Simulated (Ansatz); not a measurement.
CdSe:
```yaml
crystal:
  lattice:
    - [0.00000, 2.84387, 2.84387]
    - [2.84387, 0.00000, 2.84387]
    - [2.84387, 2.84387, 0.00000]
  atoms:
    - { symbol: Cd, position: [0.50000, 0.50000, 0.50000] }
    - { symbol: Se, position: [0.00000, 0.00000, 0.00000] }
```

Relaxed with HSE06. Special points in fractions of this cell's reciprocal vectors: Γ (0.000, 0.000, 0.000); X (0.500, 0.000, 0.500); U (0.625, 0.250, 0.625); K (0.375, 0.375, 0.750); L (0.500, 0.500, 0.500); W (0.500, 0.250, 0.750).

**Question.** List the band energies nearest the valence-band maximum at these points for HSE06 (plane waves, PAW; program Ansatz).

**Answer.** In eV from the valence-band maximum; about four levels below and three above (degenerate sets whole), none deeper than 8.9 eV; … stands for higher levels left out; points with the same levels are listed once.

```
k                    below        above
-  -----------------------  -----------
Γ        -0.68 -0.68 -0.68       1.11 …
X  -8.49 -4.64 -2.32 -2.32  0.34 6.18 …
U  -8.74 -4.04 -3.93 -1.57  2.33 7.20 …
L        -5.51 -0.06 -0.06       3.81 …
W  -8.67 -3.57 -3.57 -3.20  3.91 6.95 …
```

Space group Fm-3m (rock salt). This is a known high-pressure phase of the composition, computed here at zero pressure and temperature. The cell was relaxed with HSE06 under the symmetry of its start; whether a distortion lowers the energy is not shown. The hybrid was solved on a coarse mesh, the path and, where they were found, the r²SCAN edge points; its band edges are the extreme levels among these. Scalar-relativistic: spin–orbit coupling is off unless named, which matters more the heavier the elements.

Potentials: the later of the program's two PAW sets.
